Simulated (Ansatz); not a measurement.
Os (hcp (Mg type), P6_3/mmc) at seven volumes, PBE in the plane-wave PAW code Ansatz, shape and atoms relaxed at each. One row is withheld.

```json
[
 {"V (Å³/atom)": "12.992", "P (GPa)": "?"},
 {"V (Å³/atom)": "13.420", "P (GPa)": "28.54"},
 {"V (Å³/atom)": "13.849", "P (GPa)": "13.03"},
 {"V (Å³/atom)": "14.277", "P (GPa)": "0.00"},
 {"V (Å³/atom)": "14.705", "P (GPa)": "-10.95"},
 {"V (Å³/atom)": "15.134", "P (GPa)": "-20.12"},
 {"V (Å³/atom)": "15.562", "P (GPa)": "-27.79"}
]
```

**Question.** Fit the shown pressures and predict the withheld one.

**Answer.** P = (3/2)B₀(x^(7/2) − x^(5/2))[1 + (3/4)(B′ − 4)(x − 1)] with x = (V₀/V)^(2/3). Least squares on the six rows gives V₀ = 14.277 Å³/atom, B₀ = 397 GPa, B′ = 4.84. At V = 12.992, x = 1.0649 and P = 47.07 GPa. The run itself gave 46.97 GPa.

The cell was relaxed with PBE under the symmetry of its start. The run is not spin-polarised. Scalar-relativistic: spin–orbit coupling is off unless named, which matters more the heavier the elements.

Potentials: the earlier of the program's two PAW sets.
